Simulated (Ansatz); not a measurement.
## Where the states of SbP lie

```
Sb P
1.0
     4.77909    0.00000    0.00000
    -2.38954    4.13881    0.00000
     0.00000    0.00000    5.86796
Sb P
2 2
Direct
  0.33333 0.66667 0.96726
  0.66667 0.33333 0.46726
  0.33333 0.66667 0.40874
  0.66667 0.33333 0.90874
```

The cell was built from the wurtzite type and relaxed in the same program, and has space group P6_3mc; it needn't be a known or the stable phase.

Spin–orbit coupling is left out, though it moves levels of the heavy atoms by tenths of an eV or more.

Computed with DFT, PBE, all-electron LAPW, scalar-relativistic in Ansatz 0.2.0.

Numerical set-up: a Γ-centred 10×10×6 k mesh, Fermi–Dirac smearing of 0.05 eV, basis error target 0.5 meV/atom, no spin polarisation.

States per eV and cell, averaged over 0.4 eV, from -13.0 to 4.0 eV, with energies (bin centres) from the Fermi level; empty bins are left out. 

```json
{"E (eV)": "-12.9", "total": "0.64"}
{"E (eV)": "-12.5", "total": "1.11"}
{"E (eV)": "-12.1", "total": "1.78"}
{"E (eV)": "-11.7", "total": "1.61"}
{"E (eV)": "-11.3", "total": "1.66"}
{"E (eV)": "-10.9", "total": "2.15"}
{"E (eV)": "-10.5", "total": "0.99"}
{"E (eV)": "-10.1", "total": "0.01"}
{"E (eV)": "-9.7", "total": "0.42"}
{"E (eV)": "-9.3", "total": "3.23"}
{"E (eV)": "-8.9", "total": "1.47"}
{"E (eV)": "-8.5", "total": "1.16"}
{"E (eV)": "-8.1", "total": "1.14"}
{"E (eV)": "-7.7", "total": "0.89"}
{"E (eV)": "-7.3", "total": "0.58"}
{"E (eV)": "-6.9", "total": "0.41"}
{"E (eV)": "-6.5", "total": "0.29"}
{"E (eV)": "-6.1", "total": "0.20"}
{"E (eV)": "-5.7", "total": "0.21"}
{"E (eV)": "-5.3", "total": "1.61"}
{"E (eV)": "-4.9", "total": "2.50"}
{"E (eV)": "-4.5", "total": "2.36"}
{"E (eV)": "-4.1", "total": "2.78"}
{"E (eV)": "-3.7", "total": "2.04"}
{"E (eV)": "-3.3", "total": "3.05"}
{"E (eV)": "-2.9", "total": "2.94"}
{"E (eV)": "-2.5", "total": "3.87"}
{"E (eV)": "-2.1", "total": "1.50"}
{"E (eV)": "-1.7", "total": "1.25"}
{"E (eV)": "-1.3", "total": "1.97"}
{"E (eV)": "-0.9", "total": "1.85"}
{"E (eV)": "-0.5", "total": "1.29"}
{"E (eV)": "-0.1", "total": "1.44"}
{"E (eV)": "0.3", "total": "1.21"}
{"E (eV)": "0.7", "total": "2.72"}
{"E (eV)": "1.1", "total": "2.93"}
{"E (eV)": "1.5", "total": "3.04"}
{"E (eV)": "1.9", "total": "3.81"}
{"E (eV)": "2.3", "total": "2.83"}
{"E (eV)": "2.7", "total": "2.40"}
{"E (eV)": "3.1", "total": "2.67"}
{"E (eV)": "3.5", "total": "2.41"}
{"E (eV)": "3.9", "total": "2.03"}
```
